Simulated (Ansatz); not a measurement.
Ag:
```
Ag
1.0
    2.77992     0.00000     0.00000
   -1.38996     2.40749     0.00000
    0.00000     0.00000     2.70427
Ag
1
Cartesian
  0.00000   0.00000   0.00000
```

Relaxed with PBEsol. Special points in fractions of this cell's reciprocal vectors: Γ (0.000, 0.000, 0.000); M (0.500, 0.000, 0.000); K (0.333, 0.333, 0.000); A (0.000, 0.000, 0.500); L (0.500, 0.000, 0.500); H (0.333, 0.333, 0.500).

Problem. List the band energies nearest the Fermi level at these points for the program Ansatz at the PBEsol with spin–orbit coupling level (PAW).

Solution. In eV from the Fermi level; about four levels below and three above (degenerate sets whole), none deeper than 8.9 eV; … stands for higher levels left out; points with the same levels are listed once.

```tsv
k	below	above
Γ	-2.91 -2.91 -2.65 -2.65	13.52 13.52 …
M	-2.49 -2.49 -0.28 -0.28	3.42 3.42 …
K	-3.70 -3.70 -3.47 -3.47	4.09 4.09 4.22 4.22
A	-3.58 -3.58 -1.23 -1.23	1.60 1.60 …
L	-2.47 -2.47 -2.08 -2.08	4.15 4.15 4.96 4.96
H	-4.05 -4.05 -2.29 -2.29	6.91 6.91 8.61 8.61
```

Space group P6/mmm (simple hexagonal). The start of the workflow was typed in or built on a structure type; neither database checked (COD, Materials Project) lists it. It is not the phase usual at ambient conditions (space group No. 225). Symmetry was held in the PBEsol relaxation. At this level the phase is mechanically unstable. No spin polarisation was allowed.

Potentials: the later of the program's two PAW sets.
